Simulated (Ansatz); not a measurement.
A scan (energy against volume; even scaling of the relaxed cell, symmetry kept) gave these values. Calculation: r2SCAN (plane waves to 500 eV, PAW, scalar-relativistic; Ansatz, a first-principles code).

The bulk modulus at fixed cell shape B₀ (third-order Birch-Murnaghan fit) is 73.5 GPa. The pressure derivative B₀′ (fit) comes out as 4.3 and the equilibrium volume of the fit comes out as 23.93 Å³/atom.

### Question
Of these crystals, all scanned alike, which one is it?
A. TiO₂ (rutile)
B. Y₃Al₃NiGe₂ (space group P-62m)
C. ZnO (wurtzite)
D. LaGa₂ (space group P6/mmm)

### Answer
D, LaGa₂ (space group P6/mmm). The others have, for the bulk modulus at fixed cell shape: TiO2 238 GPa, Y3Al3NiGe2 92.8 GPa, ZnO 150 GPa

All were relaxed with their symmetry unable to fall. LaGa2 is run without spin polarisation. TiO2 is run without spin polarisation. Y3Al3NiGe2 is run without spin polarisation. With the shape held, the modulus is that of even scaling; a crystal free to change shape is softer.

(A scan under strain: stresses follow from slopes of the energy per volume, elastic moduli from its curvatures.)
